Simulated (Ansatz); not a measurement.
The relaxed structure here is a generated cell of KTaO3: the first start was made by placing the elements on the sites of a structure type, and the end was not matched to a known phase here, so it may be hypothetical. Known forms of KTaO3 include space group No. 221.

A relaxed structure of KTaO3. Space group R-3 (No. 148), AFLOW prototype AB3C_hR10_148_c_f_c (as in TiFeO3). Level of theory: PBEsol (plane waves to 420 eV, PAW, scalar-relativistic; Ansatz, an electronic-structure program).

```cif
data_K6O18Ta6
_chemical_formula_sum 'K6 O18 Ta6'
_space_group_name_H-M_alt 'R-3 :H'
_space_group_IT_number 148
_space_group_name_Hall '-R 3'
_cell_length_a 5.43098
_cell_length_b 5.43098
_cell_length_c 17.69887
_cell_angle_alpha 90.000
_cell_angle_beta 90.000
_cell_angle_gamma 120.000
loop_
_atom_site_label
_atom_site_type_symbol
_atom_site_symmetry_multiplicity
_atom_site_Wyckoff_symbol
_atom_site_fract_x
_atom_site_fract_y
_atom_site_fract_z
_atom_site_occupancy
K1 K 6 c 0.00000 0.00000 0.36199 1
O1 O 18 f 0.34060 0.09167 0.10140 1
Ta1 Ta 6 c 0.00000 0.00000 0.15787 1
```
(The calculation used a cell of 10 atoms; values per cell refer to that cell.)

Question: What is the computed band gap (PBEsol)?

Answer: 4.60 eV, indirect (valence top at Γ, conduction bottom at S0) (no spin-orbit coupling).

Question: Predict the smallest direct gap from PBEsol.

Answer: 4.72 eV at S2.

No spin polarisation in the result.

The run could not lose the symmetry of its start: the end is stationary, and may be a saddle point rather than a minimum.
